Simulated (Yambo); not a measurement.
G0W0@PBEsol for AlPO$_{4}$ (space group P6_3mc, No. 186) in Yambo. Reference settings: 3×3×1 Γ-centred k mesh, 297 bands and a 7 Ry block in the screening, 297 bands in G with the Bruneval-Gonze terminator, plasmon pole fitted at 27.2 eV. The PBEsol gap Γ → Γ on this mesh is 5.55 eV; G0W0 gaps are taken between the same points.

```csv
change from the reference,G0W0 gap Γ → Γ (eV),shift of the valence edge (eV)
reference settings,8.45,-1.97
"191 bands in W, 191 bands in G",8.46,-1.91
no terminator,8.32,-1.75
3 Ry block,8.39,-1.98
110 bands in G,8.46,-1.94
2 Ry block,(withheld),-2.34
pole fitted at 55 eV,8.50,-2.03
"110 bands in W, 110 bands in G",(withheld),-1.81
```

### Question
Estimate the withheld gaps from the other rows; the computed values follow.

### Answer

- 2 Ry block, G0W0 gap Γ → Γ (eV): 8.73
- 110 bands in W, 110 bands in G, G0W0 gap Γ → Γ (eV): 8.53

The reference isn't shown to be the converged limit.

Geometry of the Materials Project entry, not relaxed at this level; primitive cell a = b = 5.2860 Å, c = 8.6294 Å, α = β = 90.00°, γ = 120.00°.

A shift is the quasiparticle energy of the state minus its PBEsol energy.
